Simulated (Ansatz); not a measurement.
ZnS (wurtzite)

```yaml
crystal:
  lattice:
    - [3.84511, 0.00000, 0.00000]
    - [-1.92255, 3.32996, 0.00000]
    - [0.00000, 0.00000, 6.30566]
  atoms:
    - { symbol: Zn, position: [0.66667, 0.33333, 0.99985] }
    - { symbol: Zn, position: [0.33333, 0.66667, 0.49985] }
    - { symbol: S, position: [0.66667, 0.33333, 0.62535] }
    - { symbol: S, position: [0.33333, 0.66667, 0.12535] }
```

The slice is a (0001) plane (indices of the conventional cell) through the point (0.333, 0.667, 0.500) (fractional), spanned by u = [110] and v = [1 -1 0] in vectors of this cell: u (3.85 Å) and v (6.66 Å, at 90° to u). It covers one period; positions are fractions (u, v).

Method: PBE (plane waves to 420 eV, PAW, scalar-relativistic; Ansatz, a quantum-chemistry and plane-wave program). k mesh 10×10×5. These are valence fields of a PAW run, semicore shells included where kept as valence: close to a nucleus they are smooth pseudo fields. ZnS was relaxed with its symmetry unable to fall.

Problem. Predict the map of the electron localisation function (ELF) on the slice.

Solution. 
```
|xxxx..::**%%@@%%**::..xx|
|....::==@@@@@@@@@@==::..|
|....::##@@@@@@@@@@##::..|
|....--##@@@@@@@@@@##--..|
|    --**%%@@@@@@%%**--  |
|    ..--**######**--..  |
|      ..::::::::::..    |
|    ....::......::....  |
|::::......xxxxxx......::|
|**++--..  xxxxxx  ..--++|
|@@%%**::..xxxxxx..::**%%|
|@@@@@@==::......::==@@@@|
|@@@@@@##::......::##@@@@|
|@@@@@@##--......--##@@@@|
|@@@@%%**--      --**%%@@|
|####**--..      ..--**##|
|::::::..          ..::::|
|....::....      ....::..|
|xxxx......::::::......xx|
|xxxx  ..--++**++--..  xx|
```
Scale: ten equal steps from 0.02 (start of ' ') to 0.83 (end of '@'), in the order ' .:-=+*#%@'. Values: electron localisation function (ELF). The map has 12 points along u (two characters each, u = 0 at the left) and 20 along v (v = 0 in the bottom row). Points within 0.5 Å of a nucleus are blanked (x), as the pseudised field means little there.
